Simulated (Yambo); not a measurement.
A BSE run in Yambo for LiBH$_{4}$ (space group Ama2, No. 40) (LDA bands; 4×6×6 mesh, 6 valence and 9 conduction bands, static screening with 47 bands and a 3 Ry block, scissor 2.99 eV, Tamm-Dancoff; field along x) gives:

```tsv
state	energy (eV)	states within 2 meV	relative strength	class
1	7.81	1	< 0.01	dark
2	7.88	1	< 0.01	dark
3	7.90	1	0.03	weak
4	7.96	2	< 0.01	dark
5	8.01	1	< 0.01	dark
```

Axes are Cartesian, with cell vectors (Å) (6.40, 0.00, 0.00), (0.00, 2.82, 2.79), (0.00, -2.82, 2.79).

Task: What changes when the window shrinks to 6 valence and 5 conduction bands?

Result: The lowest state goes from 7.814 eV to 7.842 eV, and its distance below the direct gap from 0.987 eV to 0.959 eV. These are vertical excitations (zero momentum); the indirect quasiparticle gap, about 7.87 eV, is smaller than the direct one (8.80 eV on the GW mesh). The scissor comes from a G0W0 run whose convergence isn't established.

Geometry of the Materials Project entry, not relaxed at this level; primitive cell a = 6.395 Å, b = c = 3.964 Å, α = 90.54°, β = γ = 90.00°.

The structure is a Materials Project entry; no match was found in the copy of COD used, and its stability was not checked.
